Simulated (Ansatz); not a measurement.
**Ga$_{2}$Os under pressure: fit and missing row**

Ga$_{2}$Os, Fddd, a = 4.713 Å, b = 8.209 Å, c = 8.695 Å. The structure is a COD entry; whether it is the stable form wasn't checked. Ansatz: PBEsol, PAW, 420 eV, Γ-centred 8×8×8 mesh on 6 atoms, Gaussian smearing 0.02 eV; no spin polarisation. Cell and atoms are relaxed at each pressure, and no other structure is tried, so the rows at high pressure may lie past a change of phase.

```
V (Å³/atom) P (GPa)
          ?    40.00
     12.908    20.02
     13.397    10.02
     13.686     5.02
     13.880     2.00
     14.016     0.00
     14.162    -2.00
```

Take V0 = 14.016 Å³/atom, fit the third-order Birch–Murnaghan form to the other rows, and predict the missing volume.

With the Eulerian strain f = ½[(V0/V)^(2/3) − 1] and y = P/[3f(1 + 2f)^(5/2)], the form is the line y = B0 + 1.5 B0 (B0′ − 4) f. Rows (f, y): 0.02822, 206.1; 0.01529, 202.6; 0.00801, 200.8; 0.00326, 201.2; -0.00344, 197.2. Means f = 0.01027, y = 201.58; Σ(Δf)² = 0.0005896, ΣΔfΔy = 0.1507; the slope is their ratio. y = 199.0 + 255.6 f GPa, so B0 = 199.0 GPa and B0′ = 4 + 2 × (255.6)/(3 × 199.0) = 4.86. P = 40.00 GPa is met at f = 0.04970 (y = 211.70), so V = V0 (1 + 2f)^(−3/2) = 12.159 Å³/atom. The run gave 12.157 Å³/atom, so the fit is 0.002 Å³/atom too high, a small miss on the scale of the series. The form still works here, 91 % of the fitted range beyond its end.

Spin–orbit coupling is left out, which can shift energies with elements as heavy as these.